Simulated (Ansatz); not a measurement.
Trial structure of Al₃NiSn, not yet relaxed:

```cif
data_structure
_symmetry_space_group_name_H-M 'P4/mmm'
_symmetry_Int_Tables_number 123
_cell_length_a 3.5216
_cell_length_b 3.5216
_cell_length_c 7.4602
_cell_angle_alpha 90.000
_cell_angle_beta 90.000
_cell_angle_gamma 90.000
_cell_volume 92.52
loop_
_atom_site_label
_atom_site_type_symbol
_atom_site_symmetry_multiplicity
_atom_site_Wyckoff_symbol
_atom_site_fract_x
_atom_site_fract_y
_atom_site_fract_z
_atom_site_occupancy
Al1 Al 2 h 0.50000 0.50000 0.23918 1
Al2 Al 1 b 0.00000 0.00000 0.50000 1
Ni1 Ni 1 d 0.50000 0.50000 0.50000 1
Sn1 Sn 1 a 0.00000 0.00000 0.00000 1
```

Computed with Ansatz 0.2.0, DFT PBE, scalar-relativistic, plane waves, PAW. Settings: cutoff 420 eV, Γ-centred mesh 6×6×4 on the computed 5-atom cell, Gaussian smearing of 0.10 eV; collinear spin from starting moments 0.0 0.0 0.0 2.0 0.0 μB.

Formation energies are uncorrected and refer to the elements' standard structures at the same level. The references include grey tin.

Q: Estimate its pressure, forces and energy as it stands.

A: The pressure is 8.7 GPa (the mean over three directions, positive in compression), the largest force is 5.35 eV/Å, and the energy is +0.33 eV/atom against the elements. The shortest distance is 1.95 Å.

Q: Is it a good guess?

A: A rough one: relaxing gains about 0.33 eV/atom (the start's value is from the coarse mesh, so the gain is rough) in 14 ionic steps and ends at +0.01 eV/atom on the finer mesh. The symmetry stays P4/mmm (No. 123). The volume per atom grows by 2.5 %, from 18.5 to 19.0 Å³. The shortest distance goes from 1.95 Å (Al–Ni) to 2.31 Å (Al–Ni). The ratio c/a of the conventional cell changes by a factor of 1.13. Conventional cell: a = 3.410 Å, c = 8.154 Å. Around Al on a site of symmetry 4mm lie 1 Ni at 2.31 Å and 4 Sn at 2.99 Å; Ni has 6 Al at 2.31–2.41 Å; around Sn lie 8 Al at 2.99 Å and 4 Sn at 3.41 Å; 1 more site not described.

The last run used a 12×12×6 mesh (in the run's order of axes) for its 5-atom cell and Gaussian smearing of 0.10 eV. For metals, differences of a few meV/atom aren't resolved. Trial moments died out on the coarse mesh, so the last step has no spin; another magnetic start might hold. The relaxation can't lower the symmetry of the start, and the grade says only how near the guess is to its own end. A structure relaxed within its symmetry needn't be a true minimum.
